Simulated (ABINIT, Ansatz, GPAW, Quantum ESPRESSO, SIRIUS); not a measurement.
**Ga3Se: programs and potentials compared**

```
Se Ga
1.0
     4.43246    0.00000    0.00000
     0.00000    4.43246    0.00000
     0.00000    0.00000    4.43246
Se Ga
1 3
Direct
  0.00000 0.00000 0.00000
  0.50000 0.50000 0.00000
  0.50000 0.00000 0.50000
  0.00000 0.50000 0.50000
```

The cell comes from a database or a generator and needn't be the stable form of this composition.

Alike in all runs: task single point; functional PBEsol; k mesh 6 × 6 × 6; occupations fermi-dirac, width 0.05 eV; no spin polarisation; no spin-orbit coupling. Pressure is positive in compression and, in plane waves, holds the error of the finite cutoff.

```
                                        program and potentials  plane-wave cutoff (eV)                                       notes  band gap (eV)  pressure (GPa)
             GPAW, PAW data sets generated for this functional                     600   3.75 valence electrons an atom on average         no gap           -3.87
                             Quantum ESPRESSO, GBRV 1.5 PBEsol                     762  15.75 valence electrons an atom on average         no gap           -3.66
               ABINIT, PseudoDojo NC SR PBEsol v0.4.1 standard                    1170  13.75 valence electrons an atom on average         no gap           -3.60
SIRIUS, PseudoDojo 0.4.1 PBEsol standard (scalar relativistic)                    1177  13.75 valence electrons an atom on average         no gap           -3.60
                Ansatz, all-electron LAPW, scalar-relativistic                       -                                           -         no gap           -3.60
```

None finds a gap. The pressure spans -3.87 (GPAW, PAW data sets generated for this functional) to -3.60 GPa (Ansatz, all-electron LAPW, scalar-relativistic), with all-electron results at -3.60.

The functional is the same throughout but for its coding, so the spread measures potentials, basis and numerics; runs on potential files found faulty are left out.
